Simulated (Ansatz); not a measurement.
An Ansatz input (plane waves, PAW) for BiN (WC-type structure) that has something wrong with it:

```yaml
crystal:
  lattice:
    - [3.4893699739, 2.886765065519e-11, 0.0]
    - [-1.744684986975, 3.021883040586, 0.0]
    - [0.0, 0.0, 3.2651770091]
  atoms:
    - { symbol: Bi, position: [-3.700743415525e-17, 0.0, 0.0] }
    - { symbol: "N", position: [0.6666666666667, 0.3333333333333, 0.5] }
basis:
  ecutwfc: 420
  ecutrho_ratio: 4
kpoints:
  mp_grid: { grid: [12, 12, 10] }
hamiltonian:
  xc: pbe
scf:
  occupations: { method: gaussian, width: 0.05 }
  max_iter: 2
output:
  forces: true
  stress: true
```

Launched as:
```sh
ansatz run input.yaml --threads 2 --pin off --max-ram 2662MiB --backend cpu --events-out ev --progress --plain --runs-dir out
```

Problem. What is wrong with it?

Solution. Too few SCF iterations. Against the sound input: scf.max_iter: 2.

What the program printed:

```
SCF iter   1: F=—  HF=-12778.538191 eV  |F-HF|=—  |Δ(HF+E_count)|=         —  Δρ=5.15e-3  dr2=1.09e-2
SCF iter   2: F=—  HF=-12778.537259 eV  |F-HF|=—  |Δ(HF+E_count)|=   9.32e-4  Δρ=2.42e-3  dr2=2.24e-3
```

```
Error: did not converge after 2 iterations: dr2 = 2.24e-3 (threshold 1.00e-7), under the density mixer `msr1`, which `scf.mixing.algorithm: auto` chose by the deck's other keys (type `scf.mixing.algorithm: msr1` to keep it); raise `scf.max_iter`, which need not help a stalled SCF, or adjust the mixing (`scf.mixing`) or, under a smearing, its width (`scf.occupations.width`, in either direction: another width is another result); this SCF holds its density and magnetisation to the symmetry operations that it keeps, and cannot end on a state that breaks one of them: if the state sought breaks one, re-run with `crystal.symmetry.detect: false`, without `crystal.symmetry.time_reversal: true`, on a non-collinear deck whose state breaks time reversal, with `crystal.symmetry.time_reversal: false` beside it (there exact exchange or a DFT+U term alone can polarise the run; a magnetic state wants starting …
```

The run ended without convergence. Run time: 1.5 s on 2 threads of Arm Neoverse V1, on a shared host, peak memory 0.32 GiB. The run before the change (PBE, 420 eV, 12×12×10 mesh) gave:

```tsv
run	P (GPa)	gap on the mesh (eV)	cell moment (μB)	largest force component (eV/Å)
sound	0.0	metal	–	0.000
```

The cell came from substitution into a structure type; no database entry of this phase was matched, which doesn't show that none exists.
